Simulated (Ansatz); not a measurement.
Values for one crystal, relaxed and computed with r²SCAN+D4 (plane waves, PAW; program Ansatz); other levels are named.

```yaml
volume_per_atom: 17.03 Å³
electronic_character: metallic (no gap)
Bulk modulus (Birch–Murnaghan fit): 108 GPa
debye_temperature_from_the_elastic_constants: 219 K
Elastic constants (relaxed ions, GPa): C11 = 130, C12 = 99.1, C44 = 45.7
Density of states at the Fermi level: 0.26 states/eV per atom (mean over ±0.08 eV)
Young's modulus: 81.8 GPa
```

Task: Pick the material that matches.
A) Os, hcp (Mg type)
B) Ba, bcc (W type)
C) Ag, fcc (Cu type)
D) Cr, bcc (W type)

Result: C, Ag, fcc (Cu type)

Space group Fm-3m (fcc (Cu type)). The cell was relaxed with r²SCAN+D4 under the symmetry of its start. No spin polarisation was allowed. The pairwise dispersion correction was not fitted to metals. As this level gives no gap, shear constants depend on the k-mesh and smearing (Fermi–Dirac, 0.1 eV here). Spin–orbit coupling is left out wherever it is not named.

Potentials: the later of the program's two PAW sets.
